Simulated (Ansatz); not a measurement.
Given:

Se:
```
Se
1.0
    4.03724     0.00000     0.00000
   -2.01862     3.49635     0.00000
    0.00000     0.00000     5.12266
Se
3
Direct
  0.24879   0.00000   0.83333
  0.00000   0.24879   0.16667
  0.75121   0.75121   0.50000
```

This is the PBEsol-relaxed structure.

Task: All from DFT-PBEsol in the program Ansatz with PAW potentials, unless another level is named. Predict the smallest direct gap on the standard path.

Result: 0.44 eV.

Task: And the band gap?

Result: 0.39 eV (indirect).

Task: Predict the conduction-band minimum.

Result: at H (2 equivalent valleys).

Task: What about the valence-band maximum?

Result: on the L–H line, 79 % of the way from L.

Space group P3_121 (trigonal Se type). The cell was relaxed with PBEsol under the symmetry of its start. A crystal of weakly bound chains computed without a dispersion correction: the cell and the soft elastic constants depend strongly on that. Spin–orbit coupling is left out wherever it is not named.

Potentials: the later of the program's two PAW sets.
